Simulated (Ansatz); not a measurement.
## ZrC: relaxation of cell and atoms

These are results of DFT, PBEsol, all-electron LAPW, scalar-relativistic in Ansatz 0.2.0, not measurements.

Command: `ansatz run input.yaml --threads 1 --pin off --max-ram 2048MiB --backend cpu --events-out ev --progress --plain --runs-dir out` The run took about 58 s on 1 thread of a shared machine.

```yaml
crystal:
  lattice:
    - [0.0, 2.3167211471, 2.3167211471]
    - [2.3167211471, 0.0, 2.3167211471]
    - [2.3167211471, 2.3167211471, 0.0]
  atoms:
    - { symbol: Zr, position: [0.5, 0.5, 0.5] }
    - { symbol: C, position: [0.0, 0.0, 0.0] }
kpoints:
  mp_grid: { grid: [12, 12, 12] }
scf:
  occupations: { method: fermi_dirac, width: 0.05 }
hamiltonian:
  xc: pbesol
  pseudopotentials: { kind: all_electron, lapw: { basis_error: 0.001 } }
output:
  forces: true
  stress: true
relax:
  f_tol: 0.005
  max_steps: 80
  cell: {}
```

The geometry is COD entry 1539492, unchecked; take it as a test cell. It differs from other determinations. The listed cell was then made from it by scaling, straining or moving an atom.

Each frame lists the cell vectors (Å), then Cartesian positions (Å); symmetry keeps all forces zero. Free energies count from the first step, -98906.3836 eV.

The walk took 5 evaluations in all; steps that aren't listed are left out.

Step 1: E = 0.0 meV, P = 5.77 GPa

```
cell 0.0000 2.3167 2.3167 2.3167 0.0000 2.3167 2.3167 2.3167 0.0000
Zr    2.3167    2.3167    2.3167
C     0.0000    0.0000    0.0000
```

Step 2:

```
cell 0.0000 2.3485 2.3485 2.3485 0.0000 2.3485 2.3485 2.3485 0.0000
Zr    2.3485    2.3485    2.3485
C     0.0000    0.0000    0.0000
```

Q: Give the energy, pressure of step 2.

A: E = -4.7 meV, P = -3.99 GPa
```
Zr    2.3485    2.3485    2.3485
C     0.0000    0.0000    0.0000
```

Q: How does the relaxation end?

A: It converges, with a = 4.670 Å, b = 4.670 Å, c = 4.670 Å, α = 90.00°, β = 90.00°, γ = 90.00° (conventional cell, space group Fm-3m). The last solve (on a basis chosen afresh for the final cell, so its energy is not quite comparable) gives E = -10.4 meV, P = 0.00 GPa:
```
cell 0.0000 2.3348 2.3348 2.3348 0.0000 2.3348 2.3348 2.3348 0.0000
Zr    2.3348    2.3348    2.3348
C     0.0000    0.0000    0.0000
```
